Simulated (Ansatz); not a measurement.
## Calculated quadrupolar parameters for CO2

The cell is a COD entry whose atoms were relaxed with PBE, the cell held.

```
C O
1.0
     5.62000    0.00000    0.00000
     0.00000    5.62000    0.00000
     0.00000    0.00000    5.62000
C O
4 8
Direct
  0.00000 0.00000 0.00000
  0.50000 0.00000 0.50000
  0.50000 0.50000 0.00000
  0.00000 0.50000 0.50000
  0.12002 0.12002 0.12002
  0.37998 0.87998 0.62002
  0.62002 0.37998 0.87998
  0.87998 0.62002 0.37998
  0.87998 0.87998 0.87998
  0.62002 0.12002 0.37998
  0.37998 0.62002 0.12002
  0.12002 0.37998 0.62002
```

Atoms are numbered from 1 in the order listed; like atoms form one site, named after its first atom.

Method: Kohn–Sham DFT in Ansatz, r2SCAN, plane waves and PAW, scalar-relativistic, 500 eV cutoff, Γ-centred 4×4×4 k-points, Fermi–Dirac smearing 0.02 eV.

Conventions: |V_zz| ≥ |V_yy| ≥ |V_xx|, η = (V_xx − V_yy)/V_zz, C_Q = eQV_zz/h. Directions are in the Cartesian axes of the cell vectors above, for the atom listed; none is given where the gradient is under 0.02 or η is above 0.95.

**Question.** Which values are expected at the nuclei?

**Answer.** 

```tsv
site	first atom	first shell	V_zz (10²¹ V/m²)	η	direction of V_zz (x, y, z)
C	1	2 O at 1.17 Å, angle 180°	-3.55	0.00	0.58 0.58 0.58
O	5	1 C at 1.17 Å	7.73	0.00	0.58 0.58 0.58
```

An axis of threefold or higher order runs through C and O, so V_zz lies along it and η is zero.

The largest force is 0.8 eV/Å, so the atoms aren't at the calculated equilibrium and relaxing them would move these values. The database entry as given showed forces above 3 eV/Å or a pressure above 30 GPa, though relaxing it moves no atom far.

The run took 14 s of wall time (14 s of CPU time) and 0.81 GiB at its peak, on 1 thread of Arm Neoverse V2 (aarch64; 8 cores open to the job, memory cap 2.5 GiB, no GPU), a shared host with a load of 0.4 a core.
